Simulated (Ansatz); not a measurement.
Sr: energy along a strain

Sr, Fm-3m, a = 6.085 Å (as given, not relaxed at this level: -0.3 GPa). Ansatz: PBE, PAW, 420 eV, Γ-centred 14×14×14 mesh on 1 atom, Gaussian smearing 0.15 eV; no spin polarisation. Cell vectors (Å): 0.000 3.042 3.042; 3.042 0.000 3.042; 3.042 3.042 0.000. The cell is strained by x per cent times the pattern (0 0 0 0 1 0) in the order xx yy zz yz xz xy (engineering shears), with fractional coordinates held. y is the free energy over the start, V0 = 56.319 Å³/atom. Symmetry makes y even in x.

| x (%) | y (meV/atom) |
| --- | --- |
| -2.00 | ? |
| -1.00 | 0.18 |
| 0.00 | 0.00 |
| 0.25 | 0.01 |
| 0.50 | 0.04 |
| 0.75 | 0.10 |
| 1.25 | 0.27 |
| 1.50 | 0.40 |
| 1.75 | 0.54 |

Fit y = c2 x² + c4 x⁴ to the other rows, get the stiffness along the pattern, and predict the missing energy.

Least squares on the rows shown. y = 0.1758 x² + 0.0002545 x⁴. The clamped-ion stiffness p·C·p = 2 × 1.758 eV × 160.2 / 56.319 Å³ = 10.0 GPa, which is C55 in these axes (C44 of the cubic crystal). At x = -2.00 the fit asked for gives 0.71 meV/atom. The run gave 0.70 meV/atom, so the fit is 0.01 meV/atom too high, a small miss on the scale of the series.